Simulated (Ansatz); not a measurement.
# SnSe2 (CdI2 type): scan of one atom of the cell

Starting cell, SnSe2 (CdI2 type):

```xyz
6
Lattice="7.6806 0.0000 0.0000 -1.9202 3.3258 0.0000 0.0000 0.0000 6.0040" Properties=species:S:1:pos:R:3 pbc="T T T"
Sn     0.0000     0.0000     0.0000
Sn     3.8403     0.0000     0.0000
Se     0.0000     2.2172     1.5934
Se     3.8403     2.2172     1.5934
Se     1.9202     1.1086     4.4106
Se     5.7605     1.1086     4.4106
```

Scan: atom 1 (Sn, nearest neighbour Se at 2.730 Å; its periodic images, 3.8 Å or more away, move with it) is displaced along Cartesian x, direction (1.000, 0.000, 0.000) in Cartesian axes, by s. The other atoms stay.

All values below come from PBE-D3(BJ) (plane waves to 420 eV, PAW, scalar-relativistic; Ansatz, a program for electronic structure). k mesh 4×8×5 (Γ-centred), Fermi-Dirac smearing 0.05 eV. The energy includes the smearing's −TS. Stress and pressure are positive under compression. F∥ is the force on the atom along that direction. F⊥ is the part of the force across the line. SnSe2 was relaxed with its symmetry unable to fall. The PAW data are Ansatz's earlier set. The zero of ΔE is the undisplaced structure.

```tsv
s (Å)	ΔE (eV/cell)	F∥ (eV/Å)	P (GPa)	|F⊥| (eV/Å)
-0.270	0.315	2.377	0.94	0.592
-0.216	0.200	1.878	0.60	0.477
-0.162	0.112	1.394	0.34	0.359
-0.108	0.050	0.922	0.15	0.240
-0.054	0.012	0.459	0.04	0.120
0.000	0.000	0.000	0.00	0.000
0.054	0.012	-0.459	0.04	0.120
0.108	0.050	-0.922	0.15	0.240
0.162	0.112	-1.394	0.34	0.359
0.216	0.200	-1.878	0.60	0.477
0.270	0.315	-2.377	0.94	0.592
```

Derived quantities:

The energy at s = 0.270 Å is 315 meV/cell and the force along the line at s = -0.270 Å comes out as 2.38 eV/Å. The force constant k = d²E/ds² at s = 0 (finite differences) is 8.49 eV/Å². Symmetry of the curve: even: the same for both signs. Shape of the curve: a single well with its minimum at or next to zero displacement. Harmonic estimate at the end of the scan: ½ks² = 309 meV/cell against the computed 315 meV/cell, so the well is close to harmonic there.

(For displaced atoms, the force is minus the slope of the energy, and its curvature is a force constant, which sets phonon frequencies.)
